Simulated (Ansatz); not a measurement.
Structure optimisation: boron, A15

Computed with Ansatz, DFT, r2SCAN, plane waves (500 eV) with PAW, scalar-relativistic. The PAW files were generated under PBE, with cores re-solved for the functional.

k-point mesh 7×7×7, Fermi-Dirac smearing 0.1 eV, no spin polarisation. Cell and atoms relax.

Starting structure:

```yaml
crystal:
  lattice:
    - [3.7428346132, 0.0, 0.0]
    - [0.0, 3.7428346132, 0.0]
    - [0.0, 0.0, 3.7428346132]
  atoms:
    - { symbol: B, position: [0.0, 0.0, 0.0] }
    - { symbol: B, position: [0.5, 0.5, 0.5] }
    - { symbol: B, position: [0.25, 0.0, 0.5] }
    - { symbol: B, position: [0.75, 0.0, 0.5] }
    - { symbol: B, position: [0.5, 0.25, 0.0] }
    - { symbol: B, position: [0.5, 0.75, 0.0] }
    - { symbol: B, position: [0.0, 0.5, 0.25] }
    - { symbol: B, position: [0.0, 0.5, 0.75] }
hamiltonian:
  xc: r2scan
  pseudopotentials:
    kind: paw
    azcp:
      B: "pseudopotentials/B.paw.azcp"
basis:
  ecutwfc: 500
  fft_grid_basis: typed
kpoints:
  mp_grid: { grid: [7, 7, 7], shift: [0, 0, 0] }
magnetization:
  spin_polarized: false
scf:
  occupations: { method: fermi_dirac, width: 0.1 }
relax:
  max_steps: 60
  f_tol: 0.01
  cell: {}
```

What cell does the relaxation end in?

Pm-3n with a = 3.647 Å; 6.07 Å³ per atom against 6.55 at the start (-7.4 %).

How much energy does the relaxation gain?

27.1 meV per atom.
